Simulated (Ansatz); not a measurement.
A relaxation computed with Ansatz, from input to last step.

```yaml
crystal:
  lattice:
    - [3.7677789666, 0.0, 0.0]
    - [-1.8838894833, 3.2629923009, 0.0]
    - [0.0, 0.0, 5.9382689117]
  atoms:
    - { symbol: Sn, position: [0.0, 0.0, 0.0] }
    - { symbol: Se, position: [0.3333333333, 0.6666666667, 0.264612156] }
    - { symbol: Se, position: [0.6666666667, 0.3333333333, 0.735387844] }
basis:
  ecutwfc: 420
kpoints:
  mp_grid: { grid: [12, 12, 6] }
hamiltonian:
  xc: pbesol
scf:
  occupations: { method: gaussian, width: 0.02 }
output:
  forces: true
  stress: true
  eigenvalues: true
relax:
  adjacent_minimum: "off"
  f_tol: 0.01
  max_steps: 30
  cell: { stress_tol: 0.1, fix: [volume] }
```

```bash
ansatz run input.yaml --threads 1 --pin off --max-ram 2560MiB --backend cpu --events-out ev --progress --plain --runs-dir out
```

The calculation used DFT PBEsol, scalar-relativistic, plane waves, PAW in Ansatz 0.2.0.

The volume is held at 0.94 times that of the relaxed cell.

Of 5 frames 4 are shown, positions in Å and forces in eV/Å; the SCF threshold varies from step to step. Steps run on the plane waves of an earlier cell, with a Pulay correction in the pressure. The basis is chosen afresh for the last frame, the zero of the energies, and at times for earlier ones too; energy and pressure step there, also at an unchanged geometry. The mark taken_back stands on steps that the optimiser undid.

```xyz
3
Lattice="3.7678 0.0000 0.0000 -1.8839 3.2630 0.0000 0.0000 0.0000 5.9383" Properties=species:S:1:pos:R:3:forces:R:3 pbc="T T T" step=1 free_energy_over_end_meV_per_atom=3.46 pressure_GPa=3.16
Sn    0.0000    0.0000    0.0000    0.0000    0.0000    0.0000
Se    0.0000    2.1753    1.5713    0.0000    0.0000    0.2646
Se    1.8839    1.0877    4.3669    0.0000    0.0000   -0.2646
3
Lattice="3.7830 0.0000 0.0000 -1.8915 3.2762 0.0000 0.0000 0.0000 5.8906" Properties=species:S:1:pos:R:3:forces:R:3 pbc="T T T" step=2 free_energy_over_end_meV_per_atom=10.12 pressure_GPa=0.14 taken_back
Sn    0.0000    0.0000    0.0000    0.0000    0.0000    0.0000
Se    0.0000    2.1841    1.6479    0.0000    0.0000   -0.4957
Se    1.8915    1.0921    4.2427    0.0000    0.0000    0.4957
3
Lattice="3.7886 0.0000 0.0000 -1.8943 3.2810 0.0000 0.0000 0.0000 5.8732" Properties=species:S:1:pos:R:3:forces:R:3 pbc="T T T" step=3 free_energy_over_end_meV_per_atom=0.12 pressure_GPa=1.77
Sn    0.0000    0.0000    0.0000    0.0000    0.0000    0.0000
Se    0.0000    2.1873    1.5920    0.0000    0.0000   -0.0254
Se    1.8943    1.0937    4.2812    0.0000    0.0000    0.0254
3
Lattice="3.7950 0.0000 0.0000 -1.8975 3.2866 0.0000 0.0000 0.0000 5.8534" Properties=species:S:1:pos:R:3:forces:R:3 pbc="T T T" step=5 free_energy_over_end_meV_per_atom=0.00 pressure_GPa=1.75
Sn    0.0000    0.0000    0.0000    0.0000    0.0000    0.0000
Se    0.0000    2.1910    1.5875    0.0000    0.0000   -0.0055
Se    1.8975    1.0955    4.2659    0.0000    0.0000    0.0055
```

Time: 45 s on 1 thread of Arm Neoverse V2 (shared host), peak memory 0.46 GiB.

The cell holds layers, and where no dispersion correction was added their binding is poorly described.